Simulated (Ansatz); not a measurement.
A: Ta (bcc, W type), a = 3.2820 Å, b = 3.2820 Å, c = 3.2820 Å, α = 90.00°, β = 90.00°, γ = 90.00°
B: MgSe (rock salt), a = 5.450 Å, b = 5.450 Å, c = 5.450 Å, α = 90.00°, β = 90.00°, γ = 90.00°
C: GaP (zinc blende), a = 5.4384 Å, b = 5.4384 Å, c = 5.4384 Å, α = 90.00°, β = 90.00°, γ = 90.00°

Scan: energy against volume (even scaling of the relaxed cell, symmetry kept). All come from one method, each on a k mesh of its own. All were relaxed with their symmetry unable to fall. Spin-orbit coupling is left out. Ta is run without spin polarisation.

Task: Put the candidates in order of bulk modulus (fitted), lowest first, for PBEsol (plane waves to 420 eV, PAW, scalar-relativistic; Ansatz, a first-principles code).

Result: B (64.7 GPa), C (84.9 GPa), A (207 GPa)

(Under strain, the slope of the energy per volume gives the stress and its curvature an elastic modulus.)
